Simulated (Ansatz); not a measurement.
BP (zinc blende)

```cif
data_BP
_chemical_formula_sum 'P1 B1'
_space_group_name_H-M_alt 'P 1'
_space_group_IT_number 1
_cell_length_a 3.21612
_cell_length_b 3.21612
_cell_length_c 3.21612
_cell_angle_alpha 60.000
_cell_angle_beta 60.000
_cell_angle_gamma 60.000
loop_
_space_group_symop_operation_xyz
  'x, y, z'
loop_
_atom_site_label
_atom_site_type_symbol
_atom_site_fract_x
_atom_site_fract_y
_atom_site_fract_z
_atom_site_occupancy
P1 P 0.75000 0.75000 0.75000 1
B1 B 0.00000 0.00000 0.00000 1
```

E(V) scan at fixed shape, V₀ the volume above. Symmetry pins the atoms to their sites.

These are PBE (plane waves to 420 eV, PAW, scalar-relativistic; Ansatz, a program for electronic structure) values and carry that method's errors. k mesh 12×12×12 (Γ-centred), Fermi-Dirac smearing 0.05 eV. The energy includes the smearing's −TS. BP was relaxed with its symmetry unable to fall. The PAW data are Ansatz's earlier set. ΔE is measured from the relaxed starting cell.

| V (Å³/atom) | ΔE (meV/atom) |
|---|---|
| 10.585 | 70.3 |
| 10.879 | 37.9 |
| 11.173 | 16.1 |
| 11.467 | 3.9 |
| 11.761 | 0.0 |
| 12.055 | 3.6 |
| 12.349 | 13.7 |
| 12.643 | 29.8 |
| 12.937 | 51.0 |

**Question.** What is the fitted pressure derivative B₀′?

**Answer.** 3.8.

**Question.** What bulk modulus B₀ follows from a third-order Birch-Murnaghan fit?

**Answer.** 162 GPa. Check by three points about V = 11.761 Å³/atom, step 0.294: d²E/dV² ≈ (3.9 − 2·0.0 + 3.6) meV / 0.294² = 0.0868 eV/Å⁶, and V·d²E/dV² × 160.2 = 163 GPa.

(Under strain, the slope of the energy per volume gives the stress and its curvature an elastic modulus.)
